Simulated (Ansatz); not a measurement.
Ag:
```
Ag
1.0
   -2.63098     2.63098     1.37735
    2.63098    -2.63098     1.37735
    2.63098     2.63098    -1.37735
Ag
2
Direct
  0.00000   0.00000   0.00000
  0.75000   0.25000   0.50000
```

Relaxed with r²SCAN. Special points in fractions of this cell's reciprocal vectors: Γ (0.000, 0.000, 0.000); X (0.000, 0.000, 0.500); M (-0.500, 0.500, 0.500); Z (0.319, 0.319, -0.319); Z0 (-0.319, 0.681, 0.319); P (0.250, 0.250, 0.250); N (0.000, 0.500, 0.000).

Question: List the band energies nearest the Fermi level at these points for r²SCAN in the plane-wave PAW code Ansatz.

Answer: In eV from the Fermi level; about four levels below and three above (degenerate sets whole), none deeper than 8.9 eV; … stands for higher levels left out; points with the same levels are listed once.

| k | below | above |
|---|---|---|
| Γ | -3.80 -3.80 -3.22 -2.60 | 4.40 4.40 … |
| X | -3.50 -3.50 -2.78 -2.78 | … |
| M | -3.72 -3.72 -0.62 -0.62 | … |
| Z | -4.43 -4.43 -3.99 -3.70 -3.27 | 3.21 3.44 … |
| P | -3.64 -3.64 -3.12 -3.12 | 2.50 2.50 … |
| N | -3.78 -3.52 -3.28 -3.00 | 0.64 2.80 5.69 |

Space group I4_1/amd (β-Sn type). The start of the workflow was typed in or built on a structure type; neither database checked (COD, Materials Project) lists it. It is not the phase usual at ambient conditions (space group No. 225). Symmetry was held in the r²SCAN relaxation; its stability against distortions is not shown here. No spin polarisation was allowed. Scalar-relativistic: spin–orbit coupling is off unless named, which matters more the heavier the elements.

Potentials: the later of the program's two PAW sets.
